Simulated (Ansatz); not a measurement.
**Scan of one atom of the cell for Mo (bcc, W type)**

Relaxed Mo (bcc, W type):

```
CELL_PARAMETERS angstrom
     -3.15061     3.15061     3.15061
      1.57530    -1.57530     1.57530
      1.57530     1.57530    -1.57530
ATOMIC_POSITIONS crystal
  Mo 0.00000 0.00000 0.00000
  Mo 0.50000 0.00000 0.00000
```

In each cell atom 2 (Mo, nearest neighbour Mo at 2.729 Å; its periodic images, 2.7 Å or more away, move with it) moves by s·(0.000, 0.000, 1.000) (along Cartesian z), the rest being held.

Method: r2SCAN (plane waves to 500 eV, PAW, scalar-relativistic; Ansatz, a quantum-chemistry and plane-wave program). k mesh 17×17×17 (Γ-centred), Fermi-Dirac smearing 0.05 eV. E stands for the smeared free energy. Compression counts positive. With partly filled bands, energies and forces of such displacements shift with the k mesh and the smearing. F∥ is the force on the atom along that direction. F⊥ is the part of the force across the line. On this mesh the relaxed cell isn't quite at rest: it carries a pressure of 0.1 GPa (compression positive) at the zero of the scan. Mo is run without spin polarisation. Mo was relaxed with its symmetry unable to fall. The zero of ΔE is the undisplaced structure.

| s (Å) | ΔE (meV/cell) | |F⊥| (eV/Å) | F∥ (eV/Å) | P (GPa) |
|---|---|---|---|---|
| -0.820 | 2552 | 3.647 | 4.249 | 41.8 |
| -0.656 | 1941 | 2.346 | 3.786 | 27.3 |
| -0.492 | 1201 | 1.455 | 4.641 | 16.5 |
| -0.328 | 541 | 0.913 | 3.280 | 7.7 |
| -0.164 | 136 | 0.464 | 1.658 | 2.0 |
| 0.000 | 0 | 0.000 | 0.000 | 0.1 |
| 0.164 | 136 | 0.464 | -1.658 | 2.0 |
| 0.328 | 541 | 0.913 | -3.280 | 7.7 |
| 0.492 | 1201 | 1.455 | -4.641 | 16.5 |
| 0.656 | 1941 | 2.346 | -3.786 | 27.3 |
| 0.820 | 2552 | 3.647 | -4.249 | 41.8 |

Derived quantities:

The energy at s = 0.820 Å is 2552 meV/cell and the force along the line at s = -0.820 Å comes out as 4.25 eV/Å. The force constant k = d²E/ds² at s = 0 (finite differences) comes out as 10.1 eV/Å². Symmetry of the curve: even: the same for both signs. Shape of the curve: a single well with its minimum at or next to zero displacement. Harmonic estimate at the end of the scan: ½ks² = 3412 meV/cell against the computed 2552 meV/cell, so the well is softer than harmonic there.

(For displaced atoms, the force is minus the slope of the energy, and its curvature is a force constant, which sets phonon frequencies.)
